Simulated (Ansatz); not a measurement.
# AlRu (Pm-3m): LDA against r²SCAN and PBEsol

```xyz
2
Lattice="2.9540 0.0000 0.0000 0.0000 2.9540 0.0000 0.0000 0.0000 2.9540" Properties=species:S:1:pos:R:3 pbc="T T T"
Al    0.0000    0.0000    0.0000
Ru    1.4770    1.4770    1.4770
```

This cell (12.89 Å³ an atom) was relaxed by PAW under LDA, and each functional gets its own cell relaxed so. Quantity: elastic moduli (Hill averages, relaxed ions; θ_D from sound speeds over directions).

Runs: (1) LDA, PAW on Ansatz 0.2.0's default frozen-core files (fitted under PBE), scalar-relativistic; k mesh 16×16×16, strains of ±0.003, Fermi-Dirac smearing of 0.050 eV, cutoff 420 eV. (2) r²SCAN, PAW on Ansatz 0.2.0's default frozen-core files (fitted under PBE), scalar-relativistic; k mesh 16×16×16, strains of ±0.008, Fermi-Dirac smearing of 0.100 eV, cutoff 500 eV. (3) PBEsol, PAW on Ansatz 0.2.0's default frozen-core files (fitted under PBE), scalar-relativistic; k mesh 14×14×14, strains of ±0.008, Fermi-Dirac smearing of 0.100 eV, cutoff 420 eV.

Under LDA: B = 232 GPa, G = 117 GPa, C11 = 354 GPa, C44 = 138 GPa, ν = 0.283, θ_D = 532 K.

Task: Which way does r²SCAN move the volume, and by how much?

Result: a = 2.983 Å, 13.27 Å³ an atom: 3.0 % larger.

Task: What does r²SCAN give for these quantities?

Result: 

```csv
quantity,LDA,r²SCAN,change
B,232 GPa,220 GPa,-5 %
G,117 GPa,118 GPa,under 1 %
C11,354 GPa,347 GPa,-2 %
C44,138 GPa,135 GPa,-2 %
ν,0.283,0.273,-4 %
θ_D,532 K,535 K,under 1 %
```

Task: Which way does PBEsol move the volume, and by how much?

Result: a = 2.977 Å, 13.20 Å³ an atom: 2.4 % larger.

Task: What does PBEsol give for these quantities?

Result: 

| quantity | LDA | PBEsol | change |
| --- | --- | --- | --- |
| B | 232 GPa | 219 GPa | -6 % |
| G | 117 GPa | 114 GPa | -3 % |
| C11 | 354 GPa | 335 GPa | -5 % |
| C44 | 138 GPa | 135 GPa | -2 % |
| ν | 0.283 | 0.279 | -2 % |
| θ_D | 532 K | 525 K | -1 % |

Limits of these numbers: frozen-core PAW files fitted under PBE, their cores solved anew for the functional of the run; responses of metals move with mesh and smearing.
